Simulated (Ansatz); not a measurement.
Total density of states per atom from the program Ansatz at the r²SCAN level (PAW), in 0.25 eV bins, energy from the valence-band maximum:

(E (eV), states/eV/atom): (-7.88, 0.00); (-7.63, 0.00); (-7.38, 0.00); (-7.13, 0.00); (-6.88, 0.00); (-6.63, 0.00); (-6.38, 0.00); (-6.13, 0.00); (-5.88, 0.00); (-5.63, 0.00); (-5.38, 0.00); (-5.13, 0.00); (-4.88, 0.00); (-4.63, 0.00); (-4.38, 0.20); (-4.13, 0.67); (-3.88, 0.65); (-3.63, 0.63); (-3.38, 0.82); (-3.13, 0.66); (-2.88, 0.96); (-2.63, 1.29); (-2.38, 1.45); (-2.13, 0.68); (-1.88, 0.51); (-1.63, 0.61); (-1.38, 0.46); (-1.13, 0.92); (-0.88, 1.44); (-0.63, 1.18); (-0.38, 0.83); (-0.13, 0.45); (0.12, 0.00); (0.37, 0.00); (0.62, 0.00); (0.87, 0.00); (1.12, 0.00); (1.37, 0.00); (1.62, 0.00); (1.87, 0.00); (2.12, 0.01); (2.37, 0.19); (2.62, 0.25); (2.87, 0.33); (3.12, 0.38); (3.37, 0.52); (3.62, 0.72); (3.87, 1.24); (4.12, 0.73); (4.37, 0.49); (4.62, 0.23); (4.87, 0.23); (5.12, 0.29); (5.37, 0.26); (5.62, 0.19); (5.87, 0.20); (6.12, 0.21); (6.37, 0.27); (6.62, 0.31); (6.87, 0.32)

Q: Which compound is it?
A) W, bcc (W type)
B) CuI, zinc blende
C) Ti, hcp (Mg type)
D) BaTiO3, cubic perovskite

A: D, BaTiO3, cubic perovskite. Top 1 eV of the valence band: O 2p 94 %. Bottom 1 eV of the conduction band: Ti 3d 89 %, O 2p 9 %. Projections are on Löwdin-orthogonalised atomic valence shells; empty p or d shells of many metals are not among them.

Space group Pm-3m (cubic perovskite). This is a known high-temperature phase of the composition, computed here at zero pressure and temperature. The cell was relaxed with r²SCAN under the symmetry of its start. At this level the phase is dynamically unstable (imaginary phonons). The run is not spin-polarised. Scalar-relativistic: spin–orbit coupling is off unless named, which matters more the heavier the elements.

Potentials: the later of the program's two PAW sets.
